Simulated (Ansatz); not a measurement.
SiO2: a ladder of calculations

Cell of run 1: a COD entry (perhaps calculated rather than measured).

Space group P4_12_12 (No. 92); a = 4.9329, c = 6.4645 Å.

```csv
site,Wyckoff,site symmetry,x,y,z
Si,4a,..2,0.6823,0.6823,0.5000
O,8b,1,0.3646,0.7317,0.4481
```

One atom of each set is listed.

Relaxed positions (PBE, cell held):

Si (0.6831, 0.6831, 0.5000)
O (0.3637, 0.7307, 0.4500)

All runs are DFT with Ansatz 0.2.0 (plane waves and PAW, scalar-relativistic unless spin–orbit coupling is named, Γ-centred meshes, Fermi–Dirac smearing where given) in this cell.

Run 1: PBE, gradients read without the response of the cores, atoms as given; 420 eV, 4×4×3 k-points, smearing 0.02 eV.
Run 2: PBE, gradients read without the response of the cores, atoms relaxed; 420 eV, 4×4×3 k-points, smearing 0.02 eV.
Run 3: r2SCAN, gradients read without the response of the cores, at the relaxed atoms; 500 eV, 4×4×3 k-points, smearing 0.02 eV.

```csv
run,Si V_zz (η),O V_zz (η)
1,0.62 (0.22),9.36 (0.29)
2,0.54 (0.04),9.35 (0.32)
3,?,?
```

V_zz in 10²¹ V/m².

(1) Estimate the row of run 3.

## Answers

(1) Si: 0.52 (0.03); O: 9.27 (0.32). It lies nearest to run 2, from whose tensors on these sites it differs by 0.08 at most (largest principal value of the difference, on O). Taken one at a time, the positions of the atoms (as given or relaxed) move the tensors on these sites by up to 0.28 (largest principal value of the change, on O), the functional (r2SCAN with its higher cutoff) by 0.08 (O).

The cell is 8 % smaller than that of α-cristobalite at ambient conditions, so the entry probably stands for a crystal under pressure. In run 3 the atoms aren't at the calculated equilibrium (largest force 0.36 eV/Å).
